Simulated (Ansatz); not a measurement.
An Ansatz (a program for electronic structure) run. Input:

Ansatz 0.2 input:
```yaml
crystal:
  lattice:
    - [-1.5802225082, 1.5802225082, 1.5802225082]
    - [1.5802225082, -1.5802225082, 1.5802225082]
    - [1.5802225082, 1.5802225082, -1.5802225082]
  atoms:
    - { symbol: Mo, position: [0.0, 0.0, 0.0] }
kpoints:
  mp_grid: { grid: [38, 38, 38] }
hamiltonian:
  xc: pbe
  pseudopotentials: { kind: paw }
scf:
  occupations: { method: fermi_dirac, width: 0.1 }
elastic: { mode: relaxed_ion, stencil: two_point, amplitude: 0.005, f_tol: 0.0005 }
```

Output (shortened):

```
Pseudopotential: Mo, paw, valence charge 14
Functional definition: PBE
Crystal: 1 atoms, lattice volume = 15.784 Å³
Basis set: ecut = 420 eV, 321 PW (Γ), exchange–correlation on 40×40×40 points (8 copies of the dense FFT grid, shifted against one another)
Bands: 11, of which v1, the nominal top of the filled ones, is band 7 counted from 1 (6 counted from 0)
Symmetry: 48 space group operations
Space group: Im-3m (ITA 229), of the structure as read, at distance tolerance 2.5e-5 Å
k-points: 1440 of 54872
SCF iter   1: F=—  HF=-4956.032383 eV  |F-HF|=—  |Δ(HF+E_count)|=         —  Δρ=2.69e-3  dr2=6.03e-4  ethr=1.77e-3  ⟨swp⟩=5.0  Hψ=92514  notcnv=0
preconditioner: auto → none
SCF iter   2: F=—  HF=-4956.032338 eV  |F-HF|=—  |Δ(HF+E_count)|=   4.48e-5  Δρ=1.32e-3  dr2=1.06e-4  ethr=4.31e-6  ⟨swp⟩=2.7  Hψ=36381  notcnv=0
SCF iter   3: F=—  HF=-4956.032354 eV  |F-HF|=—  |Δ(HF+E_count)|=   1.52e-5  Δρ=2.97e-4  dr2=9.98e-6  ethr=7.55e-7  ⟨swp⟩=2.0  Hψ=25939  notcnv=0
SCF iter   4: F=—  HF=-4956.032352 eV  |F-HF|=—  |Δ(HF+E_count)|=   1.47e-6  Δρ=5.76e-5  dr2=1.82e-7  ethr=7.13e-8  ⟨swp⟩=2.1  Hψ=19754  notcnv=0
SCF iter   5: F=—  HF=-4956.032352 eV  |F-HF|=—  |Δ(HF+E_count)|=   2.30e-7  Δρ=2.61e-5  dr2=4.20e-8  ethr=1.30e-9  ⟨swp⟩=2.0  Hψ=25967  notcnv=0
SCF iter   6: F=—  HF=-4956.032352 eV  |F-HF|=—  |Δ(HF+E_count)|=   1.55e-8  Δρ=9.49e-6  dr2=4.84e-9  ethr=3.00e-10  ⟨swp⟩=2.1  Hψ=26069  notcnv=0
SCF iter   7: F=—  HF=-4956.032352 eV  |F-HF|=—  |Δ(HF+E_count)|=   1.85e-9  Δρ=1.33e-6  dr2=8.80e-11  ethr=3.46e-11  ⟨swp⟩=2.0  Hψ=25375  notcnv=0
SCF iter   8: F=—  HF=-4956.032352 eV  |F-HF|=—  |Δ(HF+E_count)|=  3.09e-11  Δρ=8.95e-8  dr2=3.59e-13  ethr=6.29e-13 (applied; sched 1.00e-12)  ⟨swp⟩=2.0  Hψ=25899  notcnv=0
SCF iter   9: F=-4956.032352 eV  HF=-4956.032352 eV  |F-HF|=1.82e-12  |Δ(HF+E_count)|=  2.73e-12  Δρ=4.61e-9  dr2=1.06e-15  ethr=1.00e-12  ⟨swp⟩=4.0  Hψ=49893  notcnv=0
SCF 1 converged in 9 iterations: F = -4956.032352 eV  dr2 = 1.06e-15
Crystal: 1 atoms, lattice volume = 15.705 Å³
Symmetry: 16 space group operations
k-points: 3910 of 54872
iter 1 solved again at ethr=2.30e-7 eV; its pass at ethr=3.10e-3 eV (dr2=3.23e-5 eV) is discarded
SCF iter   1: F=—  HF=-4956.031697 eV  |F-HF|=—  |Δ(HF+E_count)|=         —  Δρ=5.98e-4  dr2=1.72e-5  ethr=2.30e-7  ⟨swp⟩=3.2  Hψ=329465  notcnv=0  defer=14
preconditioner: auto → none
SCF iter   2: F=—  HF=-4956.031700 eV  |F-HF|=—  |Δ(HF+E_count)|=   3.18e-6  Δρ=2.98e-4  dr2=4.25e-6  ethr=1.23e-7  ⟨swp⟩=1.0  Hψ=42982  notcnv=0  defer=14
SCF iter   3: F=—  HF=-4956.031702 eV  |F-HF|=—  |Δ(HF+E_count)|=   1.47e-6  Δρ=1.89e-5  dr2=4.73e-8  ethr=3.04e-8  ⟨swp⟩=1.0  Hψ=42982  notcnv=0  defer=14
SCF iter   4: F=—  HF=-4956.031702 eV  |F-HF|=—  |Δ(HF+E_count)|=   5.09e-8  Δρ=5.09e-6  dr2=9.98e-10  ethr=3.38e-10  ⟨swp⟩=2.0  Hψ=65063  notcnv=0  defer=14
SCF iter   5: F=—  HF=-4956.031702 eV  |F-HF|=—  |Δ(HF+E_count)|=  2.41e-10  Δρ=9.21e-7  dr2=3.34e-11  ethr=7.13e-12  ⟨swp⟩=2.1  Hψ=63967  notcnv=0  defer=14
SCF iter   6: F=—  HF=-4956.031702 eV  |F-HF|=—  |Δ(HF+E_count)|=  2.09e-11  Δρ=1.03e-7  dr2=5.86e-13  ethr=2.39e-13 (applied; sched 1.00e-12)  ⟨swp⟩=2.4  Hψ=71669  notcnv=0  defer=23
SCF iter   7: F=-4956.031702 eV  HF=-4956.031702 eV  |F-HF|=1.82e-12  |Δ(HF+E_count)|=  1.82e-12  Δρ=1.73e-8  dr2=1.72e-14  ethr=1.00e-12  ⟨swp⟩=4.0  Hψ=138723  notcnv=0
SCF 2 converged in 7 iterations: F = -4956.031702 eV  dr2 = 1.72e-14
Crystal: 1 atoms, lattice volume = 15.863 Å³
iter 1 solved again at ethr=1.58e-10 eV; its pass at ethr=3.10e-3 eV (dr2=2.21e-8 eV) is discarded
SCF iter   1: F=—  HF=-4956.031866 eV  |F-HF|=—  |Δ(HF+E_count)|=         —  Δρ=1.76e-5  dr2=2.47e-8  ethr=1.58e-10  ⟨swp⟩=2.7  Hψ=306917  notcnv=0  defer=11
preconditioner: auto → none
SCF iter   2: F=—  HF=-4956.031866 eV  |F-HF|=—  |Δ(HF+E_count)|=   9.25e-8  Δρ=7.52e-6  dr2=2.05e-9  ethr=1.58e-10  ⟨swp⟩=2.9  Hψ=68534  notcnv=0  defer=11
SCF iter   3: F=—  HF=-4956.031866 eV  |F-HF|=—  |Δ(HF+E_count)|=  5.85e-10  Δρ=2.70e-6  dr2=2.77e-10  ethr=1.47e-11  ⟨swp⟩=1.0  Hψ=42982  notcnv=0  defer=11
SCF iter   4: F=—  HF=-4956.031866 eV  |F-HF|=—  |Δ(HF+E_count)|=  1.07e-10  Δρ=1.48e-7  dr2=7.74e-13  ethr=1.98e-12  ⟨swp⟩=1.0  Hψ=43118  notcnv=0  defer=11
SCF iter   5: F=-4956.031866 eV  HF=-4956.031866 eV  |F-HF|=0.00e0  |Δ(HF+E_count)|=  9.09e-13  Δρ=3.67e-8  dr2=4.80e-14  ethr=1.00e-12  ⟨swp⟩=4.5  Hψ=142336  notcnv=0
SCF 3 converged in 5 iterations: F = -4956.031866 eV  dr2 = 4.80e-14
Crystal: 1 atoms, lattice volume = 15.784 Å³
Symmetry: 8 space group operations
k-points: 7430 of 54872
iter 1 solved again at ethr=8.83e-8 eV; its pass at ethr=3.10e-3 eV (dr2=1.24e-5 eV) is discarded
SCF iter   1: F=—  HF=-4956.032229 eV  |F-HF|=—  |Δ(HF+E_count)|=         —  Δρ=4.85e-4  dr2=1.57e-5  ethr=8.83e-8  ⟨swp⟩=3.7  Hψ=622596  notcnv=0  defer=17
preconditioner: auto → none
SCF iter   2: F=—  HF=-4956.032228 eV  |F-HF|=—  |Δ(HF+E_count)|=   1.58e-6  Δρ=2.26e-4  dr2=2.63e-6  ethr=8.83e-8  ⟨swp⟩=1.0  Hψ=81688  notcnv=0  defer=17
SCF iter   3: F=—  HF=-4956.032228 eV  |F-HF|=—  |Δ(HF+E_count)|=   4.90e-8  Δρ=2.64e-5  dr2=3.11e-8  ethr=1.88e-8  ⟨swp⟩=1.0  Hψ=81688  notcnv=0  defer=17
SCF iter   4: F=—  HF=-4956.032228 eV  |F-HF|=—  |Δ(HF+E_count)|=   1.50e-7  Δρ=2.74e-6  dr2=4.39e-10  ethr=2.22e-10  ⟨swp⟩=2.5  Hψ=121965  notcnv=0  defer=17
SCF iter   5: F=—  HF=-4956.032228 eV  |F-HF|=—  |Δ(HF+E_count)|=  1.52e-10  Δρ=5.39e-7  dr2=4.06e-11  ethr=3.14e-12  ⟨swp⟩=2.8  Hψ=138600  notcnv=0  defer=17
SCF iter   6: F=—  HF=-4956.032228 eV  |F-HF|=—  |Δ(HF+E_count)|=  1.64e-11  Δρ=1.18e-7  dr2=1.18e-12  ethr=2.90e-13 (applied; sched 1.00e-12)  ⟨swp⟩=2.0  Hψ=120277  notcnv=0  defer=38
SCF iter   7: F=-4956.032228 eV  HF=-4956.032228 eV  |F-HF|=1.82e-12  |Δ(HF+E_count)|=    0.00e0  Δρ=2.77e-8  dr2=7.33e-14  ethr=1.00e-12  ⟨swp⟩=4.1  Hψ=265664  notcnv=0
SCF 4 converged in 7 iterations: F = -4956.032228 eV  dr2 = 7.33e-14
Crystal: 1 atoms, lattice volume = 15.784 Å³
iter 1 solved again at ethr=7.29e-11 eV; its pass at ethr=3.10e-3 eV (dr2=1.02e-8 eV) is discarded
SCF iter   1: F=—  HF=-4956.032228 eV  |F-HF|=—  |Δ(HF+E_count)|=         —  Δρ=1.09e-5  dr2=1.00e-8  ethr=7.29e-11  ⟨swp⟩=2.4  Hψ=573220  notcnv=0  defer=9
preconditioner: auto → none
SCF iter   2: F=—  HF=-4956.032228 eV  |F-HF|=—  |Δ(HF+E_count)|=   1.05e-7  Δρ=4.81e-6  dr2=1.17e-9  ethr=7.17e-11  ⟨swp⟩=2.5  Hψ=121340  notcnv=0  defer=9
SCF iter   3: F=—  HF=-4956.032228 eV  |F-HF|=—  |Δ(HF+E_count)|=  1.67e-10  Δρ=1.27e-6  dr2=8.50e-11  ethr=8.35e-12  ⟨swp⟩=1.1  Hψ=85121  notcnv=0  defer=9
SCF iter   4: F=—  HF=-4956.032228 eV  |F-HF|=—  |Δ(HF+E_count)|=  1.64e-11  Δρ=1.91e-7  dr2=1.47e-12  ethr=6.07e-13 (applied; sched 1.00e-12)  ⟨swp⟩=2.7  Hψ=124331  notcnv=0  defer=26
SCF iter   5: F=-4956.032228 eV  HF=-4956.032228 eV  |F-HF|=9.09e-13  |Δ(HF+E_count)|=  1.82e-12  Δρ=2.39e-8  dr2=2.27e-14  ethr=1.00e-12  ⟨swp⟩=4.1  Hψ=271697  notcnv=0
SCF 5 converged in 5 iterations: F = -4956.032228 eV  dr2 = 2.27e-14
SCF converged after 9 iterations
Free energy (F): -4956.032352 eV
Harris-Foulkes:  -4956.032352 eV  (|F-HF|=1.82e-12)
Internal energy: -4956.011361 eV  (E = F + TS)
E sigma→0 (E₀):  -4956.021857 eV
Entropy (-TS):   -0.020991 eV (-20.991 meV/atom)
Fermi energy:    20.873793 eV
--- Per-component energies (eV) ---
  E_band       = -58.020275
  E_kinetic    = 440.634486
  E_local      = -790.791774  (includes V_loc(G=0)·N_el)
  E_nonlocal   = 142.550033
  E_hartree    = 261.215979
  E_xc         = -183.493364
  E_vxc        = -229.014856  (∫ρ·V_xc dr)
  E_paw        = -3201.178447  (= ΣΔE_a)
  E_vpaw       = -143.830163  (= ΣTr[D̂ρ^β])
  E_aug_tail   = 0.000042  (compensation charges beyond the density's cutoff)
  E_ewald      = -1624.948316
  E_smearing   = -0.020991  (= −TS)
  E_closure    = 0.000000  (closes the sum)
  Σ components = -4956.032352   (vs F -4956.032352, Δ=0.00e0)
  [band-id]    e_kinetic+e_local+e_nonlocal+2·e_hartree+e_vxc+e_vpaw+e_augmentation_tail = -58.020275   (vs E_band -58.020275, Δ=6.36e-7)
--- Forces (eV/Å), atoms counted from 1 ---
  atom   1  Mo     0.00000000     0.00000000     0.00000000
  max |Σ_I F_I| component: 0.0 eV/Å
--- Stress (GPa, compression-positive) ---
        0.154241       0.000000       0.000000
        0.000000       0.154241       0.000000
        0.000000       0.000000       0.154241
  P = ⅓ Tr σ = 0.1542 GPa (1.542 kbar)
--- Band table (eV; the first three rows and the last of 1440) ---
  k-point 0: bands = ["-40.4124", "-13.6941", "-13.6941", "-13.6941", "13.6729", "19.5229", "19.5229", "19.5229", "22.5101", "22.5101", "35.5487"]
  k-point 1: bands = ["-40.4107", "-13.7040", "-13.6972", "-13.6942", "13.7036", "19.5055", "19.5205", "19.5514", "22.4832", "22.5105", "35.5721"]
  k-point 2: bands = ["-40.4057", "-13.7335", "-13.7063", "-13.6944", "13.7947", "19.4544", "19.5124", "19.6367", "22.4076", "22.5120", "35.6394"]
  k-point 1439: bands = ["-39.9791", "-14.6308", "-14.6308", "-14.6308", "15.5080", "15.5080", "24.7894", "24.7894", "24.7894", "29.8440", "29.8440"]
--- Elastic constants: 2 strain directions × 2 members + reference (group order 48) ---
  dense FFT box of the reference and of every strained cell: 20×20×20
  strains applied: 11, 23; error gains: componentwise 1.00 (the most a stress slope's error grows in a printed constant), spectral 1.73 (1 for all six strains …
  C = ∂σ_k/∂η_j (tension-positive GPa; Voigt order 11 22 33 23 13 12):
       461.501    159.120    159.120      0.000      0.000      0.000
       159.120    461.501    159.120      0.000      0.000      0.000
       159.120    159.120    461.501      0.000      0.000      0.000
         0.000      0.000      0.000    100.649      0.000      0.000
         0.000      0.000      0.000      0.000    100.649      0.000
         0.000      0.000      0.000      0.000      0.000    100.649
  reference stress σ⁰ (GPa):     -0.154     -0.154     -0.154      0.000      0.000      0.000
  C* (energy form; C + prestress term) asymmetry max|C*_kj − C*_jk| = 2.842e-14 GPa — a small one proves nothing (zero by symmetry where the batch's group is …
  moduli (Voigt/Reuss/Hill, GPa): K = 259.91/259.91/259.91   G = 120.87/116.18/118.53   E = 308.66   ν = 0.302
  mechanically stable: yes (min eigenvalue of sym C = 100.65 GPa)
  where every solve meets its electron count the energy-path curvature estimates C_jj along a normal strain and C_jj − ¼(σ⁰_aa + σ⁰_bb) along a shear (ab), of …
  strain η (Voigt 11):  stress-route row diagonal C_11 = 461.50 GPa, energy-path curvature d²(F+E_count+ΔE)/dδ²/Ω₀ = 461.49 GPa
         δ    σ_11 (GPa)             F (eV)   n_scf  n_hpsi   n_pw
    -5.000e-3      -2.4996       -4956.0317016       7  801833    321   relax 0 steps, max|allowed force component| 0.00e0 eV/Å
     5.000e-3       2.1154       -4956.0318660       5  650859    329   relax 0 steps, max|allowed force component| 0.00e0 eV/Å
  strain η (Voigt 23):  stress-route row diagonal C_44 = 100.65 GPa, energy-path curvature d²(F+E_count+ΔE)/dδ²/Ω₀ = 100.72 GPa
         δ    σ_23 (GPa)             F (eV)   n_scf  n_hpsi   n_pw
    -5.000e-3      -0.5032       -4956.0322280       7  1521744    322   relax 0 steps, max|allowed force component| 0.00e0 eV/Å
     5.000e-3       0.5032       -4956.0322280       5  1264985    322   relax 0 steps, max|allowed force component| 0.00e0 eV/Å
```

Cost: about 6 core-minutes (a rough figure) on shared cores.

The cell was relaxed with PBE under the symmetry of its start. No spin polarisation was allowed. As this level gives no gap, shear constants depend on the k-mesh and smearing (Fermi–Dirac, 0.1 eV here). Spin–orbit coupling is left out wherever it is not named.

Potentials: the later of the program's two PAW sets.

Ansatz is a plane-wave DFT program.
